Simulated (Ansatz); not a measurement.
## NbTe8Mo3: computed properties

Level of theory: DFT PBE, scalar-relativistic, plane waves, PAW in Ansatz 0.2.0.

Settings: cutoff 420 eV, Γ-centred mesh 12×12×2 on the computed 12-atom cell, Gaussian smearing of 0.10 eV; collinear spin from starting moments 0.3 0.0 0.0 0.0 0.0 0.0 0.0 0.0 0.0 0.0 0.0 0.0 μB.

The structure is relaxed at this level of theory with its symmetry kept, and needn't be the ground state of this composition.

```xyz
12
Lattice="3.5847 0.0000 0.0000 -1.7924 3.1045 0.0000 0.0000 0.0000 34.6057" Properties=species:S:1:pos:R:3 pbc="T T T"
Nb    0.0000    0.0000    0.0000
Te    0.0000    2.0696    6.8620
Te    0.0000    2.0696   15.5053
Te    0.0000    2.0696   24.1486
Te    0.0000    2.0696   32.7153
Te    0.0000    2.0696    1.8904
Te    0.0000    2.0696   10.4571
Te    0.0000    2.0696   19.1004
Te    0.0000    2.0696   27.7437
Mo    0.0000    0.0000    8.6595
Mo    0.0000    0.0000   17.3028
Mo    0.0000    0.0000   25.9462
```

| Property | Result |
| --- | --- |
| Space group | P-6m2 (No. 187) |
| Volume per atom | 32.09 Å³ |
| Formation energy from the elements' standard states (uncorrected) | -0.301 eV/atom |
| Kohn–Sham band gap | none (metal) |
| Density of states at the Fermi level | 3.3 states/eV per cell |
| Orbital (Löwdin) character within 0.5 eV of the Fermi level | Mo 4d 36 %, Te 5p 34 %, Nb 4d 27 % |
| Total moment | 0.53 μB per cell |
| Moment by site (μB) | Nb1 0.30 |

Spin-orbit coupling is left out, which matters for the bands of heavy elements. The cell holds layers, chains or molecules and no dispersion correction was added, so their binding is poorly described.

Only this magnetic start was tried.

The cell was found from a structure generator's guess, not taken from experiment. Löwdin shares on free-atom orbitals overweight diffuse shells.
